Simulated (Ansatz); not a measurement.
Given:

LiH:
```
CELL_PARAMETERS angstrom
      0.00000     1.99040     1.99040
      1.99040     0.00000     1.99040
      1.99040     1.99040     0.00000
ATOMIC_POSITIONS crystal
  Li 0.00000 0.00000 0.00000
  H  0.50000 0.50000 0.50000
```

This is the PBEsol-relaxed structure.

**Question.** All from PBEsol in the plane-wave PAW code Ansatz, unless another level is named. Give the electron effective mass.

**Answer.** 0.11, 1.0, 1.0 mₑ (principal values).

**Question.** And the formation energy from the elements (no fitted shifts)?

**Answer.** -0.44 eV/atom.

**Question.** Next, the weight of the conduction-edge state by species (Voronoi cells)?

**Answer.** Li 53 %, H 47 %.

**Question.** What about the weight of the valence-edge state by species (Voronoi cells)?

**Answer.** H 87 %, Li 13 %.

Space group Fm-3m (rock salt). The PBEsol relaxation kept the symmetry of its start. The references are the lowest solids computed at this level, not always the standard phases (solids in place of the gases).

Potentials: the later of the program's two PAW sets.

Edges and masses are those of Kohn–Sham bands, whose gap is no quasiparticle gap.
